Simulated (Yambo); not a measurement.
A G0W0@PBEsol run in Yambo for CsOH (space group Cmc2_1, No. 36) (4×4×2 Γ-centred k mesh, 156 bands and a 7 Ry block in the screening, 156 bands in G with the Bruneval-Gonze terminator, plasmon pole fitted at 27.2 eV) gives these matrix elements, in eV, at the band edges (Γ → Γ):

```
state               E0    <Vxc>     <Σx>  <Σc(E0)>      Z
---------------  -----  -------  -------  --------  -----
valence edge     0.000  -18.232  -23.993     4.179  0.780
conduction edge  3.723   -8.480   -4.281    -3.334  0.865
```

### Question
Solve the linearised quasiparticle equation for both states, give the gap, and say how exchange and correlation each act on it.

### Answer
E = E0 + Z(Σx + Σc − Vxc). Valence: 0.000 + 0.780 × (-23.993 + (4.179) − (-18.232)) = -1.23 eV. Conduction: 3.723 + 0.865 × (-4.281 + (-3.334) − (-8.480)) = 4.47 eV. The gap is 5.70 eV, against 3.72 eV in PBEsol. Replacing Vxc by bare exchange alone would open it by 9.96 eV; correlation takes back 7.51 eV of that, and Z scales what is left. Convergence of the G0W0 settings was not tested. 

Geometry of the Materials Project entry, not relaxed at this level; primitive cell a = 6.0878 Å, b = 6.0878 Å, c = 4.5043 Å, α = 90.00°, β = 90.00°, γ = 138.41°.

The structure is a Materials Project entry; no match was found in the copy of COD used, and its stability was not checked.
